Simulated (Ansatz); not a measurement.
## Structures of Fe₂F: which is lowest?

Plane-wave DFT in Ansatz with scalar-relativistic PAW potentials, cutoff 420 eV, Γ-centred meshes chosen by cell and gap, Gaussian smearing with energies taken to zero width. Every cell was relaxed (cell and atoms) in a run of its own, within the symmetry of its start. Functional: PBE.

Relaxed structures (starts from databases or built by putting these elements on another compound's sites):
A. Pnnm, 6 atoms in the computed cell, a = 5.271 Å, b = 5.441 Å, c = 2.573 Å; sites (symmetry × multiplicity) Fe ..m × 4, F ..2/m × 2; start: built
B. P4_2/mnm, 6 atoms in the computed cell, a = 4.632 Å, c = 3.703 Å; sites (symmetry × multiplicity) Fe m.2m × 4, F m.mm × 2; start: built

**Question.** Rank them by energy. Could pressure change the order?

**Answer.**
| structure | group | E − E(lowest) (meV/atom) | V (Å³/atom) | gap on mesh (eV) |
| --- | --- | --- | --- | --- |
| A | Pnnm | 0.0 | 12.30 | 0.00 |
| B | P4_2/mnm | 295 | 13.24 | 0.00 |

A is lowest, 295 meV/atom under B. The lowest is also the densest of these, so pressure wouldn't bring one of the others in at first order. Other structures may lie lower than all of these, and vibrations aren't counted.

Moments started parallel, and an antiferromagnetic order may lie lower. Magnetic cells started from one order each; another order can shift an energy by tens of meV per atom.